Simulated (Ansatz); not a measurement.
# Compressing VRu: a fit and a missing row

VRu, Pm-3m, a = 2.971 Å. The structure is a COD entry; whether it is the stable form wasn't checked. Ansatz: PBEsol, PAW, 420 eV, Γ-centred 14×14×14 mesh on 2 atoms, Gaussian smearing 0.10 eV; collinear spin, largest moment 0.3 μB. Symmetry fixes shape and atoms, so the cell is only scaled; pressure is positive in compression.

| V (Å³/atom) | P (GPa) |
| --- | --- |
| 11.541 | ? |
| 11.935 | 31.69 |
| 12.328 | 19.29 |
| 12.721 | 8.76 |
| 13.115 | 0.00 |
| 13.508 | -7.28 |
| 13.902 | -13.44 |
| 14.426 | -20.32 |

Task: Take V0 = 13.115 Å³/atom, fit the third-order Birch–Murnaghan form to the other rows, and predict the missing pressure.

Result: With the Eulerian strain f = ½[(V0/V)^(2/3) − 1] and y = P/[3f(1 + 2f)^(5/2)], the form is the line y = B0 + 1.5 B0 (B0′ − 4) f. Rows (f, y): 0.03244, 278.3; 0.02106, 275.4; 0.01027, 270.2; -0.00975, 261.4; -0.01905, 259.2; -0.03077, 258.0. Means f = 0.0007000, y = 267.08; Σ(Δf)² = 0.003003, ΣΔfΔy = 1.056; the slope is their ratio. y = 266.8 + 351.7 f GPa, so B0 = 266.8 GPa and B0′ = 4 + 2 × (351.7)/(3 × 266.8) = 4.88. At V = 11.541, f = 0.04449, y = 282.45 and P = 46.65 GPa. The run gave 46.28 GPa, so the fit is 0.37 GPa too high, a small miss on the scale of the series. Note that the largest moment runs from 0.00 to 0.68 μB along the series.

The largest moment runs from 0.00 to 0.68 μB along the series, so B0 and B0′ hold the change of the moment too.

Cost: 8 runs of about 2.9 core-minutes in all, on Arm Neoverse V2 (shared hosts).